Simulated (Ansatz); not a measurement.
NbSi in space group I4_1md (No. 109; Nb on 4a, Si on 4a), DFT-PBE in the program Ansatz with PAW potentials, all energies at zero smearing, with the estimated change up to a 700 eV cutoff added, with one set of potentials and settings (totals compare only within such a set). Cell of 4 atoms (2 Nb, 2 Si): -10377.118 eV.

```csv
element,reference phase,E (eV/atom)
Nb,"Im-3m, 1 atoms in the cell",-4552.2836
Si,"Fd-3m, 2 atoms in the cell",-635.8096
```

Formation energy per atom, worked out: (-10377.118 − 2×(-4552.2836) − 2×(-635.8096))/4 = -0.233 eV/atom (-22 kJ per mol of atoms), at 0 K, without zero-point energy or fitted corrections.

A made-up cell: these elements were put on the sites of a structure type; neither database checked (COD, Materials Project) lists it. Its standing as an ambient phase is unchecked. The cell was relaxed with PBE under the symmetry of its start; whether a distortion lowers the energy is not shown. The run is not spin-polarised. The references are the lowest solids computed at this level, not always the standard phases.

Potentials: the later of the program's two PAW sets.
